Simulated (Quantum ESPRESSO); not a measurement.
Ge7, a curve over strain

A calculation, not a measurement. The program is pw.x of Quantum ESPRESSO 7.5 (plane-wave density functional theory). The cell is made up: 7 atoms on a zincblende/diamond lattice with one site empty, with randomly drawn elements, strain and displacements, not relaxed. PseudoDojo standard norm-conserving files (v0.5 for PBE, v0.4.1 for LDA and PBEsol) set the functional; there is no spin polarisation, spin-orbit coupling or dispersion term, and the masses in the input are unused placeholders. A spin-polarised start on this cell or one of its family kept no moment.

Seven runs add a strain to one cell (the same along x and y); the atoms follow the cell and are not relaxed. Stress in the table is positive in tension.

Input of the run at +0.0001:

```
&control calculation='scf', pseudo_dir='./dojo.nc.sr.pbe.v0_5.standard.upf', outdir='./o', disk_io='low', tprnfor=.true., tstress=.true. /
&system ibrav=0, nat=7, ntyp=1, nbnd=59, ecutwfc=77.98206166, nosym=.true., tot_charge=0,
 occupations='smearing', smearing='fd', degauss=0.0073498644
/
&electrons conv_thr=7.350e-09, electron_maxstep=60, /
ATOMIC_SPECIES
Ge 1.0 Ge.upf
CELL_PARAMETERS angstrom
5.9352 0.0122 -0.0664
0.0122 5.8647 -0.0095
-0.0664 -0.0095 5.9314
ATOMIC_POSITIONS angstrom
Ge 0.0036 0.1236 -0.0208
Ge -0.0599 2.9776 3.0222
Ge 2.9097 -0.0015 2.942
Ge 1.4074 1.4706 1.4443
Ge 1.3076 4.3878 4.3731
Ge 4.4647 1.4416 4.2404
Ge 4.3608 4.5916 1.3304
K_POINTS automatic
6 6 6 1 1 1
```

| added strain | free energy less that of the input shown (eV) | stress xx (GPa) | stress yy (GPa) | stress zz (GPa) | stress xy (GPa) | pressure (GPa) | iterations |
| --- | --- | --- | --- | --- | --- | --- | --- |
| -0.0206 | -0.0788 | 0.86 | 0.47 | 1.80 | -1.58 | -1.05 | 10 |
| -0.0175 | -0.0727 | 1.13 | 0.73 | 1.97 | -1.53 | -1.28 | 10 |
| +0.0001 | 0.0000 | 2.50 | 2.09 | 2.78 | -1.29 | -2.46 | 11 |
| +0.0081 | 0.0527 | 3.05 | 2.63 | 3.09 | -1.19 | -2.93 | 11 |
| +0.0155 | 0.1117 | 3.52 | 3.10 | 3.35 | -1.10 | -3.32 | 11 |
| +0.0246 | 0.1967 | 4.05 | 3.62 | 3.64 | -1.00 | -3.77 | 11 |

Question: one run is left out of the table, at -0.0026. Estimate its stress xx (GPa).

Answer: 2.31. The whole row:

```
added strain  free energy less that of the input shown (eV)  stress xx (GPa)  stress yy (GPa)  stress zz (GPa)  stress xy (GPa)  pressure (GPa)  iterations
     -0.0026                                        -0.0152             2.31             1.90             2.66            -1.32           -2.29          11
```

A cubic fit gives a slope of stress xx against the added strain of 71 GPa at zero added strain, with the atoms clamped. Across the table the free energy follows the integral of the stress to within 2.7 meV. A rerun of one of the cells at 1347 eV and a 8 x 8 x 8 mesh moved values by no more than 0.002 eV in energy, 0.02 GPa in stress and 0.004 eV/Å in force.